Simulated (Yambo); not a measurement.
Data:

```
CaO
1.0
    0.00000     2.38145     2.38145
    2.38145     0.00000     2.38145
    2.38145     2.38145     0.00000
O Ca
1 1
Direct
  0.50000   0.50000   0.50000
  0.00000   0.00000   0.00000
```

Workflow: PBEsol (pw.x of Quantum ESPRESSO, ONCV potentials, scalar-relativistic), then G0W0 in Yambo (6×6×6 Γ-centred k mesh, 64 bands and a 10 Ry block in the screening, 64 bands in G with the Bruneval-Gonze terminator, plasmon pole fitted at 27.2 eV).

Task: Give the PBEsol and G0W0 gaps between the band edges found on this mesh, and say where the edges lie.

Result: Edges: Γ → X. PBEsol: 3.55 eV; G0W0: 5.95 eV. Nearest settings tried, and what they do to the gap: 23 bands in G: +68 meV; 4×4×4 mesh: -8 meV. Not varied: bands in W, block. So the settings aren't converged at that level. 

Geometry relaxed with PBEsol.
